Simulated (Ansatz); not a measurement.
Data:

GaPPt5:
```
GaPPt5
1.0
    3.91388     0.00000     0.00000
    0.00000     3.91388     0.00000
    0.00000     0.00000     6.88560
Ga P Pt
1 1 5
Cartesian
  1.95694   1.95694   0.00000
  0.00000   0.00000   3.44280
  0.00000   1.95694   1.99793
  0.00000   1.95694   4.88766
  1.95694   0.00000   1.99793
  1.95694   0.00000   4.88766
  0.00000   0.00000   0.00000
```

This is the r²SCAN-relaxed structure.

All from r²SCAN in the plane-wave PAW code Ansatz, unless another level is named. Predict the electronic character.

metallic (no gap).

And the density of states at the Fermi level?

0.13 states/eV per atom (mean over ±0.08 eV).

Next, the formation energy from the elements (no fitted shifts)?

-0.50 eV/atom.

Space group P4/mmm. The workflow started from a Materials Project entry (that database holds measured and hypothetical structures alike); the Crystallography Open Database copy checked does not list it. Its standing as an ambient phase is unchecked. The r²SCAN relaxation kept the symmetry of its start; its stability against distortions is not shown here. No spin polarisation was allowed. The references are the lowest solids computed at this level, not always the standard phases. Scalar-relativistic: spin–orbit coupling is off unless named, which matters more the heavier the elements.

Potentials: the later of the program's two PAW sets.
